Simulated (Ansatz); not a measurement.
A geometry of Rh away from equilibrium: step 2 of the relaxation of a relaxed Rh cell displaced along its unstable phonon at q = (0, 0, ½) of its primitive reciprocal cell (66i cm⁻¹), largest move 0.15 Å. The numbers are results of r2SCAN (plane waves to 500 eV, PAW, scalar-relativistic; Ansatz, an electronic-structure program), not measurements. Γ-centred k-mesh 14×14×7 on the run's cell (coarser than for final values), Fermi–Dirac smearing 0.05 eV.

```yaml
crystal:
  lattice:
    - [2.61270, 0.00000, 0.00000]
    - [-1.30635, 2.27468, 0.00000]
    - [0.00000, 0.00000, 4.97058]
  atoms:
    - { symbol: Rh, position: [0.04946, 0.09893, 0.00000] }
    - { symbol: Rh, position: [0.95054, 0.90107, 0.50000] }
```

### Question
What forces act on the atoms (eV/Å)?

### Answer
```tsv
atom	Fx	Fy	Fz
Rh1	0.00	0.58	0.00
Rh2	0.00	-0.58	0.00
```

### Question
What is the pressure?

### Answer
+0.7 GPa, compression positive.

No spin polarisation in the result.

The run could not lose the symmetry of its start: the end is stationary, and may be a saddle point rather than a minimum.

The end of the path is a generated cell of Rh: the first start was made by placing the elements on the sites of a structure type, and the end was not matched to a known phase here, so it may be hypothetical. Known forms of Rh include space group No. 225.
